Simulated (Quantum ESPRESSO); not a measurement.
# Computed records: Si3BC4 (made-up cell)

Computed with Quantum ESPRESSO 7.5. Calculation on a made-up crystal cell, not a measurement: periodic Kohn-Sham density functional theory in plane waves with PseudoDojo standard norm-conserving scalar-relativistic pseudopotentials, each functional with its own files (v0.5 for PBE, v0.4.1 for LDA and PBEsol), no spin polarisation, no spin-orbit coupling, atoms not relaxed, stress positive in tension, energies less a fixed whole-eV offset for each atom's element; levels are Kohn-Sham levels at fractions of this cell's reciprocal vectors, counted from the reference band (half the neutral cell's valence electrons, rounded up) at Gamma; error bars cover cutoff and k-mesh only, not smearing or the files; added strain carries the atoms with the cell, and shear is the tensor component; each bar is the largest change over components, and at least 0.002 eV, 0.002 eV per angstrom or 0.02 GPa; energies are for the whole cell, and the offsets were chosen from early runs and are not element reference energies.

Common to all runs: lattice type wurtzite; functional pbe; cutoff 1116 eV; fermi dirac smearing 0.1 eV; scf tolerance 1e-07 eV; electrons removed 0; k mesh 8 x 6 x 6, shifted by half a step.

(1) 
```cif
# cell vector a (Å): 3.0401 0.0000 0.0000
# cell vector b (Å): 0.0000 5.2655 0.0000
# cell vector c (Å): 0.0000 0.0000 4.9644
data_Si3BC4
_symmetry_space_group_name_H-M 'P 1'
_symmetry_Int_Tables_number 1
_cell_length_a 3.0401
_cell_length_b 5.2655
_cell_length_c 4.9644
_cell_angle_alpha 90.000
_cell_angle_beta 90.000
_cell_angle_gamma 90.000
_cell_volume 79.47
loop_
_atom_site_label
_atom_site_type_symbol
_atom_site_fract_x
_atom_site_fract_y
_atom_site_fract_z
_atom_site_occupancy
C1 C 0.02033 0.99749 0.00127 1
Si1 Si 0.46058 0.48322 0.01789 1
Si2 Si 0.46291 0.15759 0.46787 1
Si3 Si 0.00671 0.65301 0.51861 1
B1 B 0.03240 0.98188 0.36893 1
C2 C 0.55209 0.48166 0.36605 1
C3 C 0.50781 0.21403 0.87157 1
C4 C 0.96161 0.66729 0.87791 1
_calc_free_energy_less_offsets 2.393  # eV
_calc_smearing_term_minus_ts -0.04588  # eV
_calc_scf_iterations 12
_calc_pressure 15  # GPa
_calc_stress_xx -6.277  # GPa
_calc_stress_yy -22.84  # GPa
_calc_stress_zz -15.9  # GPa
_calc_stress_yz -9.848  # GPa
_calc_stress_xz -3.585  # GPa
_calc_stress_xy -10.16  # GPa
_calc_fermi_level -1.548  # eV
_calc_reference_band 16
_calc_error_bar_energy 0.002  # eV
_calc_error_bar_stress 0.1517  # GPa
_calc_error_bar_force 0.01687  # eV/angstrom
_calc_error_bar_next_band_up 0.00214  # eV
_calc_error_bar_fermi_level 0.01244  # eV
_calc_error_bars_from 'tighter rerun of a related cell'
```

Atoms:
```csv
atoms element,atom site,atom energy offset (eV)
C,1,-163
Si,2,-115
Si,3,-115
Si,4,-115
B,5,-79
C,6,-163
C,7,-163
C,8,-163
```

Forces:
```csv
site,x (eV/Å),y (eV/Å),z (eV/Å)
1,-0.613,0.1202,0.6783
2,-0.07526,8.527,0.8614
3,5.567,3.496,5.08
4,0.9199,-0.9592,-1.317
5,-4.94,-2.492,-5.78
6,-1.927,1.109,1.937
7,0.1183,-12.09,-3.594
8,0.9498,2.289,2.135
```

Levels:
```csv
level k point,next band up (eV)
Gamma,0.9043
"(1/2,1/2,1/2)",-0.194
"(0.15,0,0)",1.793
"(0,0.15,0)",1.08
"(0,0,0.15)",0.9134
```

(2) 
```cif
# cell vector a (Å): 3.0401 0.0000 0.0000
# cell vector b (Å): 0.0000 5.2655 0.0000
# cell vector c (Å): 0.0000 0.0000 4.9644
data_Si3BC4
_symmetry_space_group_name_H-M 'P 1'
_symmetry_Int_Tables_number 1
_cell_length_a 3.0401
_cell_length_b 5.2655
_cell_length_c 4.9644
_cell_angle_alpha 90.000
_cell_angle_beta 90.000
_cell_angle_gamma 90.000
_cell_volume 79.47
loop_
_atom_site_label
_atom_site_type_symbol
_atom_site_fract_x
_atom_site_fract_y
_atom_site_fract_z
_atom_site_occupancy
Si1 Si 0.02033 0.99749 0.00127 1
C1 C 0.46058 0.48322 0.01789 1
Si2 Si 0.46291 0.15759 0.46787 1
Si3 Si 0.00671 0.65301 0.51861 1
B1 B 0.03240 0.98188 0.36893 1
C2 C 0.55209 0.48166 0.36605 1
C3 C 0.50781 0.21403 0.87157 1
C4 C 0.96161 0.66729 0.87791 1
_calc_free_energy_less_offsets 0.9583  # eV
_calc_smearing_term_minus_ts -0.05162  # eV
_calc_scf_iterations 12
_calc_pressure 5.565  # GPa
_calc_stress_xx -1.717  # GPa
_calc_stress_yy -7.127  # GPa
_calc_stress_zz -7.852  # GPa
_calc_stress_yz -1.714  # GPa
_calc_stress_xz -3.029  # GPa
_calc_stress_xy -15.2  # GPa
_calc_fermi_level -1.296  # eV
_calc_reference_band 16
_calc_error_bar_energy 0.002  # eV
_calc_error_bar_stress 0.1517  # GPa
_calc_error_bar_force 0.01687  # eV/angstrom
_calc_error_bar_next_band_up 0.00214  # eV
_calc_error_bar_fermi_level 0.01244  # eV
_calc_error_bars_from 'tighter rerun of a related cell'
```

Atoms:
```csv
atoms element,atom site,atom energy offset (eV)
Si,1,-115
C,2,-163
Si,3,-115
Si,4,-115
B,5,-79
C,6,-163
C,7,-163
C,8,-163
```

Forces:
```csv
site,x (eV/Å),y (eV/Å),z (eV/Å)
1,-0.7804,1.805,-1.981
2,1.745,0.7027,-0.7368
3,5.269,3.333,4.243
4,1.184,-1.17,-2.117
5,-4.693,-2.477,-0.02702
6,-2.803,0.9541,-2.93
7,-0.423,-0.2767,0.8648
8,0.5008,-2.87,2.684
```

Levels:
```csv
level k point,next band up (eV)
Gamma,1.192
"(1/2,1/2,1/2)",0.397
"(0.15,0,0)",1.968
"(0,0.15,0)",1.374
"(0,0,0.15)",1.212
```

(3) 
```cif
# cell vector a (Å): 3.0401 0.0000 0.0000
# cell vector b (Å): 0.0000 5.2655 0.0000
# cell vector c (Å): 0.0000 0.0000 4.9644
data_Si3BC4
_symmetry_space_group_name_H-M 'P 1'
_symmetry_Int_Tables_number 1
_cell_length_a 3.0401
_cell_length_b 5.2655
_cell_length_c 4.9644
_cell_angle_alpha 90.000
_cell_angle_beta 90.000
_cell_angle_gamma 90.000
_cell_volume 79.47
loop_
_atom_site_label
_atom_site_type_symbol
_atom_site_fract_x
_atom_site_fract_y
_atom_site_fract_z
_atom_site_occupancy
Si1 Si 0.02033 0.99749 0.00127 1
Si2 Si 0.46058 0.48322 0.01789 1
C1 C 0.46291 0.15759 0.46787 1
Si3 Si 0.00671 0.65301 0.51861 1
B1 B 0.03240 0.98188 0.36893 1
C2 C 0.55209 0.48166 0.36605 1
C3 C 0.50781 0.21403 0.87157 1
C4 C 0.96161 0.66729 0.87791 1
_calc_free_energy_less_offsets 0.5859  # eV
_calc_smearing_term_minus_ts -0.06013  # eV
_calc_scf_iterations 13
_calc_pressure 10.32  # GPa
_calc_stress_xx 10.3  # GPa
_calc_stress_yy -13.35  # GPa
_calc_stress_zz -27.9  # GPa
_calc_stress_yz -7.753  # GPa
_calc_stress_xz -0.9754  # GPa
_calc_stress_xy 0.06613  # GPa
_calc_fermi_level -1.139  # eV
_calc_reference_band 16
_calc_error_bar_energy 0.002  # eV
_calc_error_bar_stress 0.1517  # GPa
_calc_error_bar_force 0.01687  # eV/angstrom
_calc_error_bar_next_band_up 0.00214  # eV
_calc_error_bar_fermi_level 0.01244  # eV
_calc_error_bars_from 'tighter rerun of a related cell'
```

Atoms:
```csv
atoms element,atom site,atom energy offset (eV)
Si,1,-115
Si,2,-115
C,3,-163
Si,4,-115
B,5,-79
C,6,-163
C,7,-163
C,8,-163
```

Forces:
```csv
site,x (eV/Å),y (eV/Å),z (eV/Å)
1,-0.8454,1.713,-3.796
2,-0.1204,7.553,-0.2846
3,0.9715,1.704,1.664
4,1.031,-1.645,-0.7925
5,0.4475,4.212,3.38
6,-2.503,-3.073,3.354
7,0.2812,-10.35,-4.735
8,0.7373,-0.1148,1.211
```

Levels:
```csv
level k point,next band up (eV)
Gamma,1.976
"(1/2,1/2,1/2)",1.038
"(0.15,0,0)",2.566
"(0,0.15,0)",2.041
"(0,0,0.15)",2.001
```
